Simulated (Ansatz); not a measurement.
# Lattice vibrations of Co₂Si₃Ru at Γ

These are results of DFT PBE, scalar-relativistic, plane waves, PAW (Ansatz), not measurements. Settings: 420 eV plane-wave cutoff, Γ-centred 14×14×6 mesh, Fermi-Dirac smearing of 0.15 eV. No spin polarisation. Phonons by linear response, acoustic sum rule imposed.

Relaxed structure:
```yaml
crystal:
  lattice:
    - [2.88368, 0.00000, 0.00000]
    - [0.00000, 2.88368, 0.00000]
    - [0.00000, 0.00000, 8.25283]
  atoms:
    - { symbol: Co, position: [0.00000, 0.00000, 0.84014] }
    - { symbol: Co, position: [0.00000, 0.00000, 0.15986] }
    - { symbol: Si, position: [0.50000, 0.50000, 0.00000] }
    - { symbol: Si, position: [0.50000, 0.50000, 0.31948] }
    - { symbol: Si, position: [0.50000, 0.50000, 0.68052] }
    - { symbol: Ru, position: [0.00000, 0.00000, 0.50000] }
```

The cell was found from a structure generator's guess, not taken from experiment. In a metal, frequencies depend on the k mesh and the smearing, soft modes most.

Question: Is this structure stable against zone-centre distortions?

Answer: Yes, at Γ: no optical mode is imaginary. Strains and other wave vectors aren't tested by this run.

Question: List the optical modes at Γ (i marks imaginary ones).

Answer:
```tsv
frequency (cm⁻¹)	degeneracy
107	2
107	2
212	1
237	1
246	2
253	1
258	2
269	2
366	1
416	1
```
